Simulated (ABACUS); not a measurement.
Consider a self-consistent single point of InAs (F-43m, 8 atoms in the cell; from Materials Project mp-20305, changed as shown).

```
CELL_PARAMETERS angstrom
      5.98498     0.00000     0.00000
      0.00000     5.98498     0.00000
      0.00000     0.00000     5.98498
ATOMIC_POSITIONS crystal
  In 0.25000 0.25000 0.25000
  In 0.25000 0.75000 0.75000
  In 0.75000 0.25000 0.75000
  In 0.75000 0.75000 0.25000
  As 0.00000 0.00000 0.00000
  As 0.00000 0.50000 0.50000
  As 0.50000 0.00000 0.50000
  As 0.50000 0.50000 0.00000
```

Method: PBE, PseudoDojo 0.5 standard norm-conserving PBE (tails mended) pseudopotentials (plane waves; ABACUS 3.10.1).

ABACUS settings:

KPT: Gamma 4 4 4 0 0 0
basis_type: pw
ecutwfc: 84 Ry
smearing_method: fd
smearing_sigma: 0.00734986 Ry
potentials: PseudoDojo 0.5 standard norm-conserving PBE (tails mended)
symmetry: 1
symmetry_prec: 1e-05
ks_solver: dav
scf_nmax: 100
scf_thr: 1.0e-09 Ry
mixing_type: pulay
mixing_beta: 0.4

Results:

Number of valence electrons: 112
Number of bands: 68
Number of k-points after the program's reduction: 10
Number of plane waves (most at a k-point): 18869
Number of SCF iterations: 11
FFT grid: 72 × 72 × 72
Free energy E − TS: -18779.4811 eV
Fermi level (on the code's own zero): 8.67 eV
Pressure: 6.24 GPa

Stress (GPa, positive for compression):
```
6.24  0.00  0.00
0.00  6.24  0.00
0.00  0.00  6.24
```

For comparison: a first run was changed to give this one (lattice scaled by 0.98), and from it to this one the free energy rises by 42.9 meV/atom and the pressure goes from 2.17 to 6.24 GPa.

The structure comes from a collection of computed structures, made at another level of theory; the collection holds predicted forms beside known ones. No clean gap shows at this smearing width and mesh (spacing up to 0.26 Å⁻¹); the mesh is coarse for partly filled bands, so the values carry mesh errors. Semi-local functionals can close small gaps.

Cost on one core: very roughly 8 core-minutes.

“Tails mended”: in these copies of the files the far tail of each local potential was reset to the Coulomb form.
